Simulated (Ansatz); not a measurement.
Ti5Si3 (space group P6_3/mcm)

```xyz
16
Lattice="7.4035 0.0000 0.0000 -3.7018 6.4117 0.0000 0.0000 0.0000 5.0689" Properties=species:S:1:pos:R:3 pbc="T T T"
Ti     0.0000     4.2744     0.0000
Ti     3.7018     2.1372     0.0000
Ti     3.7018     2.1372     2.5345
Ti     0.0000     4.2744     2.5345
Ti     1.8479     0.0000     1.2672
Ti     5.5556     0.0000     3.8017
Ti     0.9240     1.6004     3.8017
Ti     2.7778     4.8113     1.2672
Ti    -0.9240     1.6004     1.2672
Ti    -2.7778     4.8113     3.8017
Si     4.4985     0.0000     1.2672
Si     2.9050     0.0000     3.8017
Si     2.2493     3.8958     3.8017
Si     1.4525     2.5158     1.2672
Si    -2.2493     3.8958     1.2672
Si    -1.4525     2.5158     3.8017
```

The slice is a (-1 1 0 0) plane (indices of the conventional cell) through the point (0.667, 0.333, 0.000) (fractional), spanned by u = [001] and v = [110] in vectors of this cell: u (5.07 Å) and v (7.40 Å, at 90° to u). It covers one period; positions are fractions (u, v).

All values below come from PBEsol (plane waves to 420 eV, PAW, scalar-relativistic; Ansatz, a quantum-chemistry and plane-wave program). k mesh 6×6×8. These are valence fields of a PAW run, semicore shells included where kept as valence: close to a nucleus they are smooth pseudo fields. Ti5Si3 is run without spin polarisation. Ti5Si3 was relaxed with its symmetry unable to fall.

Task: What is the valence density on the shortest Ti–Ti line in this plane (2.53 Å), at its midpoint?

Result: 0.33 e/Å³.

Task: What is the ELF at the midpoint of the shortest Ti–Ti line in this plane (2.53 Å)?

Result: 0.2.

Task: Predict the map of the electron localisation function (ELF) on the slice.

Result: 
```
|xxxx7766221111226677xxxxxx7766221111226677xx|
|xx77773311222211337777xx77663311222211336677|
|77663311113333111133667755220011333311002255|
|11110000224444220000111100001144666644110000|
|00001122446666442211000000225577999977552200|
|22222233445555443322222244668899999999886644|
|55332222222222222222335577889988888888998877|
|66331100000000000011336688998866555566889988|
|66220000112222110000226688887744xxxx44778888|
|55110011446666441100115588887733xxxx33778888|
|44000033667777663300004488998855xxxx55889988|
|44000044778888774400004488999977666677999988|
|44110044778888774400114477999999888899999977|
|44110022446666442200114477888888777788888877|
|44220000111111110000224455555544333344555555|
|44442211000000001122444444221100000000112244|
|44555555443333445555554422000011111111000022|
|44778888887777888888774411002244666644220011|
|44779999998888999999774411004477888877440011|
|44889999776666779999884400004477888877440000|
|4488998855xxxx558899884400003366777766330000|
|5588887733xxxx337788885511001144666644110011|
|6688887744xxxx447788886622000011222211000022|
|66889988665555668899886633110000000000001133|
|55778899888888889988775533222222222222222233|
|22446688999999998866442222223344555544332222|
|00002255779999775522000000112244666644221100|
|11000011446666441100001111000022444422000011|
|77552200113333110022557766331111333311113366|
|xx77663311222211336677xx77773311222211337777|
|xxxx7766221111226677xxxxxx7766221111226677xx|
|xxxxxx772211112277xxxxxxxxxx772211112277xxxx|
```
Scale: ten equal steps from 0.08 (start of '0') to 0.79 (end of '9'), in the order '0123456789'. Values: electron localisation function (ELF). The map has 22 points along u (two characters each, u = 0 at the left) and 32 along v (v = 0 in the bottom row). Points within 0.5 Å of a nucleus are blanked (x), as the pseudised field means little there.
